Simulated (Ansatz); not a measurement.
SiNi₂ (Pnma) was relaxed and computed twice in Ansatz (plane waves, PAW), once with LDA and once with r²SCAN.

```
                                                                                    run 1                                                         run 2
--------------  -------------------------------------------------------------------------  ------------------------------------------------------------
cell            a = 4.878 Å, b = 3.661 Å, c = 6.938 Å, α = 90.00°, β = 90.00°, γ = 90.00°  a = 4.9459 Å, b = 3.6930 Å, c = 7.0023 Å, α = β = γ = 90.00°
ΔH_f (eV/atom)                                                                      -0.65                                                         -0.53
```

Q: Which run used which functional?

A: Run 1 is LDA, run 2 is r²SCAN.

All cells were relaxed under the symmetry of their starts (and spin orders); stability against distortions was not tested throughout. Rows with no word on spin ran without spin polarisation.

Potentials: the later of the program's two PAW sets.

Ansatz (a quantum-chemistry and plane-wave program) is a plane-wave DFT program.

Formation energies count from the lowest solids of the elements computed at the same level, not from gases.
